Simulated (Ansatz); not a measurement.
Profile along the N–Y line in YN (rock salt)

YN (rock salt)

```cif
data_NY
_chemical_formula_sum 'N1 Y1'
_space_group_name_H-M_alt 'P 1'
_space_group_IT_number 1
_cell_length_a 3.43383
_cell_length_b 3.43383
_cell_length_c 3.43383
_cell_angle_alpha 60.000
_cell_angle_beta 60.000
_cell_angle_gamma 60.000
loop_
_space_group_symop_operation_xyz
  'x, y, z'
loop_
_atom_site_label
_atom_site_type_symbol
_atom_site_fract_x
_atom_site_fract_y
_atom_site_fract_z
_atom_site_occupancy
N1 N 0.00000 0.00000 0.00000 1
Y1 Y 0.50000 0.50000 0.50000 1
```

Fields along a shortest N–Y line of a {110} plane (2.43 Å), from N to Y, interpolated on the slice's grid (step about 0.2 Å). Level of theory: PBEsol (plane waves to 420 eV, PAW, scalar-relativistic; Ansatz, a quantum-chemistry and plane-wave program). k mesh 12×12×12. Inside the PAW spheres the values are not all-electron values, and peaks at nuclei hang on which shells count as valence. YN is run without spin polarisation. YN was relaxed with its symmetry unable to fall.

| distance from N (Å) | valence electron density (e/Å³) | electron localisation function |
|---|---|---|
| 0.00 | 3.48 | x |
| 0.24 | 3.49 | x |
| 0.49 | 2.31 | x |
| 0.73 | 1.01 | 0.82 |
| 0.97 | 0.47 | 0.52 |
| 1.22 | 0.36 | 0.16 |
| 1.46 | 0.67 | 0.43 |
| 1.70 | 1.81 | 0.85 |
| 1.94 | 3.37 | x |
| 2.19 | 3.62 | x |
| 2.43 | 3.11 | x |

x: too close to a nucleus for the ELF to mean much.

Density on the N–Y line (2.43 Å) at its density minimum, 1.2 Å from N: 0.35 e/Å³. ELF at that point: 0.2.
